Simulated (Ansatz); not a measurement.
A distorted cell of AlCo (CsCl type):

```xyz
2
Lattice="2.8239 0.0000 0.0000 0.0000 2.8239 0.0000 0.0000 0.0000 2.8239" Properties=species:S:1:pos:R:3 pbc="T T T"
Al     0.0000     0.0000     0.0000
Co     1.1419     1.4119     0.8719
```

Calculation: r2SCAN (plane waves to 500 eV, PAW, scalar-relativistic; Ansatz, a quantum-chemistry and plane-wave program). k mesh 13×13×13 (Γ-centred), Fermi-Dirac smearing 0.05 eV. Energies are smeared free energies. Compression counts positive. With partly filled bands, energies and forces of such displacements shift with the k mesh and the smearing. AlCo was relaxed with its symmetry unable to fall. Relaxed AlCo ends ferromagnetic. Other magnetic orders were not checked, so this need not be the ground state.

Task: Predict the force on every atom, in eV/Å.

Result: 
```csv
atom,Fx,Fy,Fz
Al1,-3.982,0.000,-4.987
Co2,3.982,0.000,4.987
```

Task: Give the stress tensor in GPa and the pressure.

Result: 
```
   30.0      0.0     22.7
    0.0     45.8      0.0
   22.7      0.0     13.7
```
The pressure, a third of the trace, is 29.8 GPa.

Task: In it atom 2 sits (-0.270, 0.000, -0.540) Å away from its relaxed site. What is its energy relative to the relaxed cell?

Result: 1708 meV/cell.

(For displaced atoms, the force is minus the slope of the energy, and its curvature is a force constant, which sets phonon frequencies.)
